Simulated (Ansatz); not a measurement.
Space group P6_3/mmc (No. 194). a = 3.319 Å, b = 3.319 Å, c = 14.593 Å, α = 90.00°, β = 90.00°, γ = 120.00°
```csv
atom,site,symmetry,x,y,z
Zr,4f,3m.,0.3333,0.6667,0.0866
Al,2d,-6m2,0.3333,0.6667,0.7500
C,2a,-3m.,0.0000,0.0000,0.0000
```

Equation of state of this Zr₂AlC structure (not necessarily the ground state), with shape and atoms relaxed at each volume where symmetry leaves them free. It has no gap at any of these volumes. Level of theory: Ansatz, DFT r2SCAN, scalar-relativistic, plane waves, PAW.

Plane waves to 500 eV, a k mesh through Γ of 12×12×4 on the computed 8-atom cell and Gaussian smearing (0.10 eV); no spin polarisation.

| V (Å³/atom) | E − E(largest V) (meV/atom) | P (GPa) |
| --- | --- | --- |
| 15.309 | 67.11 | 21.61 |
| 15.831 | 7.97 | 14.88 |
| 16.353 | -30.91 | 9.13 |
| 16.875 | -52.50 | 4.20 |
| 17.397 | -59.31 | 0.00 |
| 17.919 | -53.41 | -3.61 |
| 18.441 | -36.63 | -6.69 |
| 19.136 | 0.00 | -10.10 |

Q: Fit a third-order Birch–Murnaghan equation to E(V).

A: V0 = 17.40 Å³/atom, B0 = 129 GPa, B0' = 4.1.

Cost: 8 runs of about 24 core-minutes in all, on Intel Xeon Platinum 8259CL (Skylake/Cascade Lake) (shared hosts).